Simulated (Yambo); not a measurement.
```xyz
4
Lattice="3.7820 0.0000 0.0000 -1.8910 3.2753 0.0000 0.0000 0.0000 6.2040" Properties=species:S:1:pos:R:3 pbc="T T T"
S      0.0000     2.1835     2.3242
S      1.8910     1.0918     5.4262
Zn     0.0000     2.1835     0.0023
Zn     1.8910     1.0918     3.1043
```

ZnS (wurtzite, space group P6_3mc, No. 186): mean Im ε in 1 eV windows above the direct gap of 3.52 eV, for different electron-hole kernels (Yambo, broadening 0.15 eV, norm-conserving PBEsol (Quantum ESPRESSO, 84 Ry, no spin-orbit coupling) bands; 9×9×4 mesh, 5 valence and 5 conduction bands, static screening with 54 bands and a 4 Ry block, scissor 1.36 eV, Tamm-Dancoff; field along x).

```tsv
window (eV)	independent quasiparticles	RPA (no attraction)	BSE
3.5 to 4.5	0.9	0.8	2.4
4.5 to 5.5	2.3	2.1	7.6
5.5 to 6.5	6.1	5.3	10
6.5 to 7.5	10.0	8.5	6.8
```

This run doesn't resolve bound excitons or single peaks, so only averages are given, and they too depend on the mesh; weight that the attraction moves below the gap isn't listed. All transitions below 7.82 eV are in the band window. The scissor comes from a G0W0 run whose convergence isn't established.

Geometry relaxed with PBEsol.
